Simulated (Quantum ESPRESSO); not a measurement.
**Band energies of YB2**

```xyz
3
Lattice="3.3008 0.0000 0.0000 -1.6504 2.8586 0.0000 0.0000 0.0000 3.8625" Properties=species:S:1:pos:R:3 pbc="T T T"
B      0.0000     1.9057     1.9312
B      1.6504     0.9529     1.9312
Y      0.0000     0.0000     0.0000
```

PBEsol (Quantum ESPRESSO, PseudoDojo norm-conserving, 76 Ry, without SOC); path ΓMKΓALHA,LM,KH; energies in eV from the Fermi level.

| k (1/Å) | point | band 4 | band 5 | band 6 | band 7 | band 8 | band 9 | band 10 | band 11 |
|---|---|---|---|---|---|---|---|---|---|
| 0.00 | Γ | -20.62 | -10.61 | -1.19 | -0.65 | -0.64 | -0.64 | 5.34 | 5.39 |
| 0.33 |  | -20.67 | -10.19 | -1.90 | -1.45 | -0.78 | -0.19 | 3.87 | 4.95 |
| 0.66 |  | -20.78 | -9.08 | -4.07 | -1.89 | -1.16 | 0.01 | 3.89 | 4.10 |
| 0.99 |  | -20.86 | -7.47 | -6.20 | -2.14 | -1.46 | -0.49 | 3.06 | 4.56 |
| 1.10 | M | -20.86 | -6.88 | -6.82 | -2.16 | -1.48 | -0.54 | 2.99 | 4.53 |
| 1.48 |  | -20.92 | -6.54 | -6.35 | -3.63 | -1.66 | 0.59 | 1.56 | 4.42 |
| 1.73 | K | -20.91 | -6.04 | -6.04 | -4.80 | -0.78 | -0.78 | 3.22 | 3.22 |
| 1.84 |  | -20.92 | -6.48 | -5.75 | -4.58 | -1.18 | -0.29 | 2.89 | 3.29 |
| 2.16 |  | -20.96 | -8.20 | -4.59 | -3.09 | -1.80 | 1.58 | 1.90 | 2.59 |
| 2.58 |  | -20.71 | -9.94 | -2.39 | -1.56 | -1.12 | 0.14 | 3.59 | 4.60 |
| 2.90 |  | -20.63 | -10.56 | -1.22 | -0.80 | -0.66 | -0.59 | 5.01 | 5.20 |
| 3.00 | Γ | -20.62 | -10.61 | -1.19 | -0.65 | -0.64 | -0.64 | 5.34 | 5.39 |
| 3.21 |  | -20.62 | -10.41 | -2.24 | -0.53 | -0.53 | 0.37 | 4.59 | 4.59 |
| 3.61 |  | -20.61 | -9.25 | -4.54 | 0.18 | 0.18 | 2.65 | 2.94 | 2.94 |
| 3.82 | A | -20.60 | -8.92 | -5.00 | 0.41 | 0.41 | 2.73 | 2.73 | 2.95 |
| 3.92 |  | -20.61 | -8.91 | -4.94 | 0.15 | 0.24 | 2.74 | 2.89 | 2.94 |
| 4.22 |  | -20.67 | -8.76 | -4.14 | -1.93 | -1.00 | 1.11 | 3.73 | 3.74 |
| 4.62 |  | -20.79 | -8.25 | -4.54 | -2.51 | -2.25 | -0.35 | 4.43 | 5.02 |
| 4.91 | L | -20.83 | -7.95 | -5.37 | -2.54 | -2.10 | -0.43 | 4.75 | 5.31 |
| 5.23 |  | -21.01 | -7.67 | -5.78 | -2.96 | -1.54 | -0.56 | 5.57 | 6.15 |
| 5.55 | H | -21.14 | -6.82 | -6.82 | -3.24 | -0.79 | -0.79 | 5.94 | 7.38 |
| 5.65 |  | -21.14 | -7.16 | -6.44 | -3.22 | -0.83 | -0.82 | 5.89 | 7.24 |
| 5.94 |  | -20.98 | -8.01 | -5.02 | -2.83 | -1.83 | -0.60 | 5.06 | 6.21 |
| 6.23 |  | -20.77 | -8.55 | -3.30 | -3.18 | -1.94 | 0.24 | 4.03 | 5.01 |
| 6.62 |  | -20.62 | -8.89 | -4.78 | -0.39 | -0.14 | 2.27 | 3.15 | 3.28 |
| 6.82 | A | -20.60 | -8.92 | -5.00 | 0.41 | 0.41 | 2.73 | 2.73 | 2.95 |
| 6.82 | L | -20.83 | -7.95 | -5.37 | -2.54 | -2.10 | -0.43 | 4.75 | 5.31 |
| 7.12 |  | -20.84 | -7.66 | -5.95 | -2.26 | -1.40 | -0.91 | 3.08 | 6.65 |
| 7.53 |  | -20.86 | -6.88 | -6.84 | -2.08 | -1.53 | -0.56 | 2.90 | 4.64 |
| 7.63 | M | -20.86 | -6.88 | -6.82 | -2.16 | -1.48 | -0.54 | 2.99 | 4.53 |
| 7.63 | K | -20.91 | -6.04 | -6.04 | -4.80 | -0.78 | -0.78 | 3.22 | 3.22 |
| 7.73 |  | -20.92 | -6.07 | -6.07 | -4.75 | -0.78 | -0.78 | 3.33 | 3.33 |
| 8.04 |  | -21.03 | -6.45 | -6.45 | -4.08 | -0.80 | -0.80 | 4.78 | 4.78 |
| 8.45 | H | -21.14 | -6.82 | -6.82 | -3.24 | -0.79 | -0.79 | 5.94 | 7.38 |

A metal at this level: along this path bands 7, 8, 9 cross the Fermi level.

Geometry of the Materials Project entry, not relaxed at this level.
